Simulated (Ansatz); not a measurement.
GaN in space group P4_2/mnm (No. 136; Ga on 4g, N on 4f), the program Ansatz at the PBEsol level (PAW). The conduction-band minimum lies at Γ, with 1 equivalent valley. Second derivatives d²E/dk² of the lowest band at one valley (eV·Å²), along Cartesian directions:

```csv
direction,d²E/dk²
[100],43.52
[010],43.52
[001],43.56
[110],43.52
[101],43.55
[011],43.55
```

### Question
Find the principal effective masses, the density-of-states mass and the conductivity mass.

### Answer
Off-diagonal terms follow from H_xy = H[110] − (H_xx + H_yy)/2, and m*/mₑ = 7.620 eV·Å² over each eigenvalue: 0.17, 0.18, 0.18. One valley's DOS mass (m₁m₂m₃)^(1/3) = 0.18, conductivity mass 3/(Σ 1/mᵢ) = 0.18 mₑ.

### Question
What effective density of states Nc follows at 300 K for parabolic valleys?

### Answer
Nc = 2.509e19 × 1 × (0.18)^(3/2) ≈ 1.9e18 cm⁻³.

### Question
With the computed static dielectric constant 10.1 (mean of the diagonal), estimate a hydrogenic donor's binding energy and radius.

### Answer
E = 13.606 eV × 0.18/10.1² ≈ 24 meV; a = 0.529 Å × ε/m* ≈ 30 Å. Semilocal masses tend to be too small when the gap is underestimated.

The start of the workflow was typed in or built on a structure type; neither database checked (COD, Materials Project) lists it. It is not the phase usual at ambient conditions (space group No. 186, 216). The cell was relaxed with PBEsol under the symmetry of its start; its stability against distortions is not shown here. Spin–orbit coupling is left out wherever it is not named.

Potentials: the earlier of the program's two PAW sets. The files were generated under PBE; for other functionals the program regenerates the frozen cores, and for LDA and PBEsol the local potential too.
